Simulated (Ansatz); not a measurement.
## Field gradients of Ca₂Nb₂O₆F from run to run

Cell of run 1: a structure deposited in the COD whose atoms were relaxed with PBE, the cell held.

Space group Fd-3m:1 (No. 227); a = 10.3947 Å.

| site | Wyckoff | site symmetry | x | y | z |
| --- | --- | --- | --- | --- | --- |
| Ca | 16d | .-3m | 0.1250 | 0.1250 | 0.6250 |
| Nb | 16c | .-3m | 0.6250 | 0.6250 | 0.1250 |
| O | 48f | 2.mm | 0.2936 | 0.5000 | 0.0000 |
| F | 8b | -43m | 0.0000 | 0.0000 | 0.5000 |

One atom of each set is listed; the run and its k-mesh use a cell of 22 atoms with edges of 7.35, 7.35, 7.35 Å.

All runs are DFT with Ansatz 0.2.0 (plane waves and PAW, scalar-relativistic unless spin–orbit coupling is named, Γ-centred meshes, Fermi–Dirac smearing where given) in this cell.

Run 1: PBE, atoms relaxed; 420 eV, 6×6×6 k-points, smearing 0.05 eV.
Run 2: r2SCAN, at the relaxed atoms; 500 eV, 6×6×6 k-points, smearing 0.05 eV.
Run 3: PBE with spin–orbit coupling, at the relaxed atoms; 420 eV, 6×6×6 k-points, smearing 0.05 eV.

| run | Ca V_zz (η) | Nb V_zz (η) | O V_zz (η) |
| --- | --- | --- | --- |
| 1 | -0.87 (0.00) | 8.90 (0.00) | -0.56 (0.37) |
| 2 | ? | ? | ? |
| 3 | -0.87 (0.00) | 8.89 (0.00) | -0.59 (0.40) |

V_zz in 10²¹ V/m²; 3 of the 4 sets of like atoms are followed.

Question: Estimate the row of run 2.

Answer: Ca: -0.92 (0.00); Nb: 8.18 (0.00); O: -0.61 (0.07). It lies nearest to run 3, from whose tensors on these sites it differs by 0.71 at most (largest principal value of the difference, on Nb). Taken one at a time, the functional (r2SCAN with its higher cutoff) moves the tensors on these sites by up to 0.73 (largest principal value of the change, on Nb), spin–orbit coupling by 0.03 (O).

Semilocal functionals can leave a metal where correlation in the d or f shell opens a gap in the real compound, and that would change the values at and beside Nb. In runs 1, 2, 3 there is no gap above 0.1 eV, so the gradients can move by 10 % or more with the k-mesh.
